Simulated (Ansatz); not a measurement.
Si2BAs:
Space group R3m, hexagonal axes (No. 160); a = b = 3.570 Å, c = 18.064 Å, α = β = 90.00°, γ = 120.00°

```json
[
 {"atom": "B", "site": "3a", "symmetry": "3m", "x": "0.0000", "y": "0.0000", "z": "0.0056"},
 {"atom": "As", "site": "3a", "symmetry": "3m", "x": "0.0000", "y": "0.0000", "z": "0.8885"},
 {"atom": "Si", "site": "3a", "symmetry": "3m", "x": "0.0000", "y": "0.0000", "z": "0.4930"},
 {"atom": "Si", "site": "3a", "symmetry": "3m", "x": "0.0000", "y": "0.0000", "z": "0.3628"}
]
```
(The calculation used a cell of 4 atoms; values per cell refer to that cell.)

Relaxed at zero pressure with DFT-r²SCAN in the program Ansatz with PAW potentials.

Task: The volume is lowered by 3 % and shape and atoms relax at that volume. What pressure results, and how do the axes share the change?

Result: 3.5 GPa; a -1.0 %, b -1.0 %, c -0.9 %; the energy rises by 5 meV/atom.

Task: Give the new structure.

Result: 
Space group R3m, hexagonal axes (No. 160); a = b = 3.5331 Å, c = 17.8950 Å, α = β = 90.00°, γ = 120.00°

```
atom  site  symmetry       x       y       z
----  ----  --------  ------  ------  ------
B       3a        3m  0.0000  0.0000  0.0057
As      3a        3m  0.0000  0.0000  0.8888
Si      3a        3m  0.0000  0.0000  0.4928
Si      3a        3m  0.0000  0.0000  0.3627
```

The phase is kept; no other phase was compared at this pressure.

The start of the workflow was typed in or built on a structure type; neither database checked (COD, Materials Project) lists it. Its standing as an ambient phase is unchecked. The cell was relaxed with r²SCAN under the symmetry of its start; whether a distortion lowers the energy is not shown. The volume moved by 17 % from the start of the relaxation.

Potentials: the earlier of the program's two PAW sets.
